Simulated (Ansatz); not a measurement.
GaN:
```cif
data_Ga2N2
_chemical_formula_sum 'Ga2 N2'
_space_group_name_H-M_alt 'P63/mmc'
_space_group_IT_number 194
_space_group_name_Hall '-P 6c 2c'
_cell_length_a 2.96716
_cell_length_b 2.96716
_cell_length_c 5.03272
_cell_angle_alpha 90.000
_cell_angle_beta 90.000
_cell_angle_gamma 120.000
loop_
_atom_site_label
_atom_site_type_symbol
_atom_site_symmetry_multiplicity
_atom_site_Wyckoff_symbol
_atom_site_fract_x
_atom_site_fract_y
_atom_site_fract_z
_atom_site_occupancy
Ga1 Ga 2 a 0.00000 0.00000 0.00000 1
N1 N 2 c 0.33333 0.66667 0.25000 1
```

Relaxed at zero pressure with r²SCAN in the plane-wave PAW code Ansatz.

**Question.** The volume is raised by 6 % and shape and atoms relax at that volume. What pressure results, and how do the axes share the change?

**Answer.** -11.7 GPa; a 2.1 %, b 2.1 %, c 1.7 %; the energy rises by 22 meV/atom.

**Question.** Give the new structure.

**Answer.** 
Space group P6₃/mmc (No. 194); a = b = 3.030 Å, c = 5.117 Å, α = β = 90.00°, γ = 120.00°

```csv
atom,site,symmetry,x,y,z
Ga,2a,-3m.,0.0000,0.0000,0.0000
N,2c,-6m2,0.3333,0.6667,0.2500
```

The phase is kept; no other phase was compared at this pressure.

Space group P6_3/mmc (NiAs type). The cell is a constructed one: a structure type filled with these elements; the Crystallography Open Database copy checked does not list it. It is not the phase usual at ambient conditions (space group No. 186, 216). The r²SCAN relaxation kept the symmetry of its start; its stability against distortions is not shown here.

Potentials: the later of the program's two PAW sets.
